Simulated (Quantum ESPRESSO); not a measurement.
Simulation results for Ta3Ti2VAg2 (simulated cell), Ta3TiRu2Au2 (simulated cell)

Calculation on a made-up metal alloy cell, not a measurement: no spin or spin-orbit, unrelaxed, 2900 K smearing, stress positive in tension, cell energy less fitted offsets; periodic Kohn-Sham density functional theory in plane waves with PseudoDojo standard norm-conserving scalar-relativistic pseudopotentials, each functional with its own files (v0.5 for PBE, v0.4.1 for LDA and PBEsol), eight atoms on drawn sites of a strained close-packed or body-centred lattice, each displaced and held fixed; the energy is the cell's free energy, ions and the entropy term -TS included, at the stated Fermi-Dirac width, less a fixed offset for each atom's element (shifted free energy); compositions with an open d shell lost a parallel starting moment in a cheaper test run, and other magnetic orders were not tried; an error bar is the largest change of its kind in a tighter rerun, never given below 0.002 eV, 0.02 GPa or 0.003 eV/angstrom, and covers cutoff and k-mesh only, not smearing or the files. Program: Quantum ESPRESSO 7.5.

Settings shared by all entries: functional pbe; cutoff 1143 eV; fermi dirac smearing 0.25 eV; electrons removed 0; run command mpirun -np 4 pw.x -nk 4 -in in.

Notes on all entries: heavy elements are run without spin-orbit coupling, which real alloys of them have; a spin test at this wide smearing found no moment, but such smearing suppresses magnetism that the real alloy may have; lattice, volume and sites are drawn at random and may be unstable or far from any real phase; energies are for the whole cell, less offsets fitted to these runs, so they are not formation energies.

(1) Ta3Ti2VAg2 (simulated cell)

```xyz
8
Lattice="0.0544 -1.9514 -2.0032 0.0145 4.0047 -4.1084 7.9614 -0.0942 -0.1232" Properties=species:S:1:pos:R:3 Ta3Ti2VAg2
Ta    -0.0223    -0.0024     0.0218
Ta     3.9865    -0.0769    -0.0889
Ti     0.0163     2.0172    -2.1886
V      4.0118     1.9509    -2.1437
Ti     2.0734     0.0296    -1.9920
Ag     6.0090    -0.0981    -2.1134
Ta     1.9602     1.9437    -4.1147
Ag     5.9791     1.9626    -4.1718
```

Settings of this run: lattice type face-centred cubic, run processor AMD EPYC, Zen 5, virtual cores and k mesh 8 x 4 x 3 shifted half a step off Gamma on each axis.

The calculation gives: entropy term negative ts -1.727 eV; pressure 18.11 GPa; stress xx -23.74 GPa; stress yy -15.11 GPa; stress zz -15.48 GPa; stress yz -1.76 GPa; stress xz -2.43 GPa; stress xy -1.28 GPa; shifted free energy 1.53 eV.

Atoms:
| atoms element | atom site | atom energy offset (eV) |
| --- | --- | --- |
| Ta | 1 | -1771.44 |
| Ta | 2 | -1771.44 |
| Ti | 3 | -1615.4 |
| V | 4 | -2008.71 |
| Ti | 5 | -1615.4 |
| Ag | 6 | -4218.03 |
| Ta | 7 | -1771.44 |
| Ag | 8 | -4218.03 |

Forces:
| site | x (eV/Å) | y (eV/Å) | z (eV/Å) |
| --- | --- | --- | --- |
| 1 | 0.203 | 0.857 | -0.616 |
| 2 | -0.192 | 0.035 | 0.01 |
| 3 | -0.514 | -0.885 | 1.252 |
| 4 | -0.389 | -0.246 | 0.105 |
| 5 | -0.388 | 0.505 | -0.701 |
| 6 | -0.172 | 0.842 | -0.69 |
| 7 | 1.661 | -0.455 | 0.358 |
| 8 | -0.21 | -0.654 | 0.282 |

Notes: error bars: energy 0.0035 eV, stress 0.071 GPa, force 0.0053 eV/Å, from a tighter rerun of this cell; 21 SCF iterations, 209 s of wall time on a shared machine.

(2) Ta3TiRu2Au2 (simulated cell)

```xyz
8
Lattice="2.9064 0.0000 4.7388 2.9064 0.0000 -4.7388 -2.9064 5.0340 0.0000" Properties=species:S:1:pos:R:3 Ta3TiRu2Au2
Ta     0.0299    -0.0421     0.0701
Ta    -1.5770     2.5521    -0.0551
Ru     2.8880     1.5552    -2.4442
Ru     1.4718     4.1663    -2.5143
Ti     2.9617    -0.0137    -0.0416
Ta     1.4505     2.5519    -0.0495
Au     2.9750     1.6715     2.2961
Au     1.5137     4.1590     2.3801
```

Settings of this run: lattice type hexagonal close-packed, run processor Intel Xeon, 2023 or later, virtual cores and k mesh 5 x 5 x 5 shifted half a step off Gamma on each axis.

The calculation gives: entropy term negative ts -1.798 eV; pressure -5 GPa; stress xx 3.53 GPa; stress yy 1.17 GPa; stress zz 10.29 GPa; stress yz 0.43 GPa; stress xz 0.77 GPa; stress xy 0.8 GPa; shifted free energy -0.41 eV.

Atoms:
| atoms element | atom site | atom energy offset (eV) |
| --- | --- | --- |
| Ta | 1 | -1771.44 |
| Ta | 2 | -1771.44 |
| Ru | 3 | -2750.51 |
| Ru | 4 | -2750.51 |
| Ti | 5 | -1615.4 |
| Ta | 6 | -1771.44 |
| Au | 7 | -4032.82 |
| Au | 8 | -4032.82 |

Forces:
| site | x (eV/Å) | y (eV/Å) | z (eV/Å) |
| --- | --- | --- | --- |
| 1 | -0.059 | 0.685 | -0.493 |
| 2 | 0.982 | -0.616 | -0.09 |
| 3 | 0.513 | 0.721 | 0.166 |
| 4 | 0.434 | 0.004 | 0.296 |
| 5 | -0.201 | 0.059 | -0.131 |
| 6 | -0.374 | -0.377 | -0.176 |
| 7 | -0.614 | -0.347 | 0.449 |
| 8 | -0.68 | -0.129 | -0.022 |

Notes: error bars: energy 0.0027 eV, stress 0.02 GPa, force 0.0032 eV/Å, from a tighter rerun of a related cell, whose elements or sites may differ; 19 SCF iterations, 512 s of wall time on a shared machine.

(3) Ta3TiRu2Au2 (simulated cell)

```xyz
8
Lattice="2.9064 0.0000 4.7388 2.9064 0.0000 -4.7388 -2.9064 5.0340 0.0000" Properties=species:S:1:pos:R:3 Ta3TiRu2Au2
Ta     0.0299    -0.0421     0.0701
Ta    -1.5770     2.5521    -0.0551
Ru     2.8880     1.5552    -2.4442
Ti     1.4718     4.1663    -2.5143
Ta     2.9617    -0.0137    -0.0416
Au     1.4505     2.5519    -0.0495
Au     2.9750     1.6715     2.2961
Ru     1.5137     4.1590     2.3801
```

It was run with lattice type hexagonal close-packed, run processor Intel Xeon, 2023 or later, virtual cores and k mesh 5 x 5 x 5 shifted half a step off Gamma on each axis.

It finds entropy term negative ts -1.775 eV; pressure -4.78 GPa; stress xx 5.09 GPa; stress yy 3.22 GPa; stress zz 6.03 GPa; stress yz -0.37 GPa; stress xz 0.91 GPa; stress xy -1.82 GPa; shifted free energy -0.47 eV.

Atoms:
| atoms element | atom site | atom energy offset (eV) |
| --- | --- | --- |
| Ta | 1 | -1771.44 |
| Ta | 2 | -1771.44 |
| Ru | 3 | -2750.51 |
| Ti | 4 | -1615.4 |
| Ta | 5 | -1771.44 |
| Au | 6 | -4032.82 |
| Au | 7 | -4032.82 |
| Ru | 8 | -2750.51 |

Forces:
| site | x (eV/Å) | y (eV/Å) | z (eV/Å) |
| --- | --- | --- | --- |
| 1 | -0.335 | 1.287 | -0.556 |
| 2 | 1.02 | -0.417 | -1.287 |
| 3 | 0.712 | 0.431 | 0.025 |
| 4 | 0.464 | -0.232 | 1.602 |
| 5 | -0.302 | 0.015 | -0.402 |
| 6 | -0.548 | -0.191 | 0.141 |
| 7 | -0.575 | -0.517 | 0.552 |
| 8 | -0.436 | -0.376 | -0.074 |

Notes: error bars: energy 0.0027 eV, stress 0.02 GPa, force 0.0032 eV/Å, from a tighter rerun of this cell; 16 SCF iterations, 447 s of wall time on a shared machine.

(4) Ta3TiRu2Au2 (simulated cell)

```xyz
8
Lattice="2.9064 0.0000 4.7388 2.9064 0.0000 -4.7388 -2.9064 5.0340 0.0000" Properties=species:S:1:pos:R:3 Ta3TiRu2Au2
Ta     0.0299    -0.0421     0.0701
Ti    -1.5770     2.5521    -0.0551
Ru     2.8880     1.5552    -2.4442
Ta     1.4718     4.1663    -2.5143
Au     2.9617    -0.0137    -0.0416
Au     1.4505     2.5519    -0.0495
Ta     2.9750     1.6715     2.2961
Ru     1.5137     4.1590     2.3801
```

Settings of this run: lattice type hexagonal close-packed, run processor Intel Xeon, 2023 or later, virtual cores and k mesh 5 x 5 x 5 shifted half a step off Gamma on each axis.

Results for Ta3TiRu2Au2 (simulated cell): entropy term negative ts -1.638 eV; pressure -5.62 GPa; stress xx 6.77 GPa; stress yy 4.49 GPa; stress zz 5.59 GPa; stress yz 0.26 GPa; stress xz -0.73 GPa; stress xy -2.33 GPa; shifted free energy -0.991 eV.

Atoms:
| atoms element | atom site | atom energy offset (eV) |
| --- | --- | --- |
| Ta | 1 | -1771.44 |
| Ti | 2 | -1615.4 |
| Ru | 3 | -2750.51 |
| Ta | 4 | -1771.44 |
| Au | 5 | -4032.82 |
| Au | 6 | -4032.82 |
| Ta | 7 | -1771.44 |
| Ru | 8 | -2750.51 |

Forces:
| site | x (eV/Å) | y (eV/Å) | z (eV/Å) |
| --- | --- | --- | --- |
| 1 | -0.629 | 0.99 | -0.253 |
| 2 | 0.74 | -0.53 | -1.323 |
| 3 | 0.41 | 0.558 | -0.102 |
| 4 | 0.755 | 0.072 | 1.691 |
| 5 | -0.073 | 0.053 | -0.305 |
| 6 | -0.377 | -0.333 | 0.227 |
| 7 | -0.448 | -0.287 | 0.188 |
| 8 | -0.377 | -0.524 | -0.124 |

Notes: error bars: energy 0.0027 eV, stress 0.02 GPa, force 0.0032 eV/Å, from a tighter rerun of a related cell, whose elements or sites may differ; 19 SCF iterations, 498 s of wall time on a shared machine.

(5) Ta3TiRu2Au2 (simulated cell)

```xyz
8
Lattice="2.9064 0.0000 4.7388 2.9064 0.0000 -4.7388 -2.9064 5.0340 0.0000" Properties=species:S:1:pos:R:3 Ta3TiRu2Au2
Ru     0.0299    -0.0421     0.0701
Au    -1.5770     2.5521    -0.0551
Au     2.8880     1.5552    -2.4442
Ta     1.4718     4.1663    -2.5143
Ta     2.9617    -0.0137    -0.0416
Ti     1.4505     2.5519    -0.0495
Ru     2.9750     1.6715     2.2961
Ta     1.5137     4.1590     2.3801
```

It was run with lattice type hexagonal close-packed, run processor Intel Xeon, 2023 or later, virtual cores and k mesh 5 x 5 x 5 shifted half a step off Gamma on each axis.

It finds entropy term negative ts -1.683 eV; pressure -5.14 GPa; stress xx 7.84 GPa; stress yy 4.96 GPa; stress zz 2.62 GPa; stress yz 0.71 GPa; stress xz 0.65 GPa; stress xy -0.83 GPa; shifted free energy -0.973 eV.

Atoms:
| atoms element | atom site | atom energy offset (eV) |
| --- | --- | --- |
| Ru | 1 | -2750.51 |
| Au | 2 | -4032.82 |
| Au | 3 | -4032.82 |
| Ta | 4 | -1771.44 |
| Ta | 5 | -1771.44 |
| Ti | 6 | -1615.4 |
| Ru | 7 | -2750.51 |
| Ta | 8 | -1771.44 |

Forces:
| site | x (eV/Å) | y (eV/Å) | z (eV/Å) |
| --- | --- | --- | --- |
| 1 | -0.303 | 0.252 | -1.182 |
| 2 | 0.947 | -0.57 | -0.267 |
| 3 | 0.37 | 0.995 | 0.299 |
| 4 | 0.212 | -0.235 | 0.104 |
| 5 | 0.239 | 0.398 | 0.278 |
| 6 | -0.497 | -0.498 | 0.011 |
| 7 | -0.57 | 0.028 | 0.412 |
| 8 | -0.399 | -0.37 | 0.343 |

Notes: error bars: energy 0.0027 eV, stress 0.02 GPa, force 0.0032 eV/Å, from a tighter rerun of a related cell, whose elements or sites may differ; 19 SCF iterations, 501 s of wall time on a shared machine.
